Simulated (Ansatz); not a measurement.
Task: Each is relaxed and computed with plane-wave PAW PBEsol (Ansatz code). Which alone has a direct gap?
(A) MgS, rock salt
(B) ZnS, NiAs type
(C) ZnCu2GeS4, I-4 (Pearson symbol tI16)
(D) BeS, rock salt

Result: C, ZnCu2GeS4, I-4 (Pearson symbol tI16). ZnCu2GeS4: gap 0.60 eV (direct); ZnS: gap 0.28 eV (indirect); MgS: gap 2.73 eV (indirect); BeS: gap 0.94 eV (indirect). Constructed cells (a structure type filled with these elements, in neither database checked): BeS, rock salt. Typed or built starts, not in the databases checked: ZnS, NiAs type. Not the usual ambient phase: ZnS, NiAs type. Unstable at this level: BeS, rock salt. All cells were relaxed under the symmetry of their starts (and spin orders); stability against distortions was not tested throughout. Rows with no word on spin ran without spin polarisation. Spin–orbit coupling is left out wherever it is not named.

Potentials: the later of the program's two PAW sets.
